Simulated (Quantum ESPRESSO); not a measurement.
```cif
data_K8S4
_chemical_formula_sum 'S4 K8'
_space_group_name_H-M_alt 'Fm-3m'
_space_group_IT_number 225
_space_group_name_Hall '-F 4 2 3'
_cell_length_a 7.22434
_cell_length_b 7.22434
_cell_length_c 7.22434
_cell_angle_alpha 90.000
_cell_angle_beta 90.000
_cell_angle_gamma 90.000
loop_
_atom_site_label
_atom_site_type_symbol
_atom_site_symmetry_multiplicity
_atom_site_Wyckoff_symbol
_atom_site_fract_x
_atom_site_fract_y
_atom_site_fract_z
_atom_site_occupancy
S1 S 4 a 0.00000 0.00000 0.00000 1
K1 K 8 c 0.25000 0.25000 0.25000 1
```
(The calculation used a cell of 3 atoms; values per cell refer to that cell.)

The PBEsol cell relaxed from Materials Project entry mp-1022 was given an isotropic strain of -1.5 % on all lattice vectors, and the atoms were relaxed again.

**Question.** What does PBEsol (Quantum ESPRESSO, PseudoDojo norm-conserving, 74 Ry, no spin-orbit coupling) give for the electronic structure near the Fermi level?

**Answer.** The PBEsol gap is indirect, 2.46 eV, from X to Γ; the smallest direct gap is 2.74 eV. Another valence extremum on the path lies within 0.02 eV, too close to call.
